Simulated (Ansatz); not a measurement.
Consider the following.

CaZrN2:
```
CELL_PARAMETERS angstrom
      1.63053     0.94138     5.50486
     -1.63053     0.94138     5.50486
      0.00000    -1.88277     5.50486
ATOMIC_POSITIONS crystal
  Ca 0.00000 0.00000 0.00000
  Zr 0.50000 0.50000 0.50000
  N  0.23880 0.23880 0.23880
  N  0.76120 0.76120 0.76120
```

This is the LDA-relaxed structure.

Problem. All from DFT-LDA in the program Ansatz with PAW potentials, unless another level is named. Estimate the formation energy from the elements (no fitted shifts).

Solution. -1.85 eV/atom.

Problem. Give the electron effective mass.

Solution. 0.15, 0.17, 1.4 mₑ (principal values).

Problem. What about the smallest direct gap on the standard path?

Solution. 0.90 eV.

Problem. Predict the weight of the conduction-edge state by species (Voronoi cells).

Solution. Zr 35 %, N 34 %, Ca 31 %.

Space group R-3m. The first step of the workflow began from a Materials Project structure, measured or hypothetical; the Crystallography Open Database copy checked does not list it. Its standing as an ambient phase is unchecked. The LDA relaxation kept the symmetry of its start; of distortions, only those at the zone centre were tested. The run is not spin-polarised. The references are the lowest solids computed at this level, not always the standard phases (solids in place of the gases). Scalar-relativistic: spin–orbit coupling is off unless named, which matters more the heavier the elements.

Potentials: the later of the program's two PAW sets.
